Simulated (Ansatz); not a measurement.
Starting cell, Fe (bcc, W type):

```xyz
2
Lattice="-2.8645 2.8645 2.8645 1.4323 -1.4323 1.4323 1.4323 1.4323 -1.4323" Properties=species:S:1:pos:R:3 pbc="T T T"
Fe     0.0000     0.0000     0.0000
Fe    -1.4323     1.4323     1.4323
```

In this cell atom 1 (Fe, nearest neighbour Fe at 2.481 Å; its periodic images, 2.5 Å or more away, move with it) is moved by s along Cartesian [110], unit vector (0.707, 0.707, 0.000); all other atoms and the cell stay fixed.

The numbers are results of r2SCAN (plane waves to 500 eV, PAW, scalar-relativistic; Ansatz, a quantum-chemistry and plane-wave program), not measurements. k mesh 9×18×18 (Γ-centred), Fermi-Dirac smearing 0.05 eV. E stands for the smeared free energy. With partly filled bands, energies and forces of such displacements shift with the k mesh and the smearing. On this mesh the relaxed cell isn't quite at rest: it carries a pressure of -0.2 GPa (compression positive) at the zero of the scan. Fe was relaxed with its symmetry unable to fall. Relaxed Fe ends ferromagnetic. The magnetic order is the one the run started from; other orders were not tried. The zero of ΔE is the undisplaced structure. The last digit holds for this mesh only.

```
s (Å)   ΔE (meV/cell)
------  -------------
-0.250          184.1
-0.200          118.3
-0.150           66.5
-0.100       withheld
-0.050            7.3
0.000             0.0
0.050             7.3
0.100        withheld
0.150            66.5
0.200           118.3
0.250           184.1
```

Question: Fit an even polynomial form (powers 2, 4) to the given rows and predict ΔE at s = 0.100.

Answer: Least squares on the 9 given rows: ΔE = (2968)·s² + (-356.3)·s⁴, in meV/cell with s in Å; root-mean-square residual 0.10 meV/cell. At 0.100 the fit gives 29.6 meV/cell; the calculation gives 29.5 meV/cell, so the interpolation is off by 0.1 (+0.3 %). The quadratic term alone would give 29.7 meV/cell.

(For displaced atoms, the force is minus the slope of the energy, and its curvature is a force constant, which sets phonon frequencies.)
